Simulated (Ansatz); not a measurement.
## K₂HBr: relaxed-ion elastic tensor

All numbers below come from Ansatz 0.2.0, DFT PBE, scalar-relativistic, plane waves, PAW. Settings: 420 eV plane-wave cutoff, Γ-centred 6×6×4 mesh, fixed occupations. No spin polarisation.

The cell, relaxed at this level:
```yaml
crystal:
  lattice:
    - [4.31669, 0.00000, 0.00000]
    - [-2.15835, 3.73837, 0.00000]
    - [0.00000, 0.00000, 7.70642]
  atoms:
    - { symbol: K, position: [0.66667, 0.33333, 0.27516] }
    - { symbol: K, position: [0.66667, 0.33333, 0.72484] }
    - { symbol: H, position: [0.33333, 0.66667, 0.50000] }
    - { symbol: Br, position: [0.00000, 0.00000, 0.00000] }
```

It was reached by relaxing an invented guess, and it needn't be the stable form of this composition.

Question: Give the relaxed-ion elastic constants (GPa, Voigt order xx yy zz yz xz xy, on the Cartesian axes of the cell above).

Answer:
C11 = 20.4, C12 = 8.8, C13 = 4.9, C22 = 20.4, C23 = 4.9, C33 = 34.6, C44 = 0.2, C55 = 0.2, C66 = 5.8 GPa; the others vanish.

Question: Is the crystal stable against homogeneous strain?

Answer: Yes: the least eigenvalue of the tensor is 0.2 GPa.

Question: And the moduli of a polycrystal (Hill averages)?

Answer: B = 12 GPa, G = 3 GPa, E = 8 GPa, ν = 0.40.
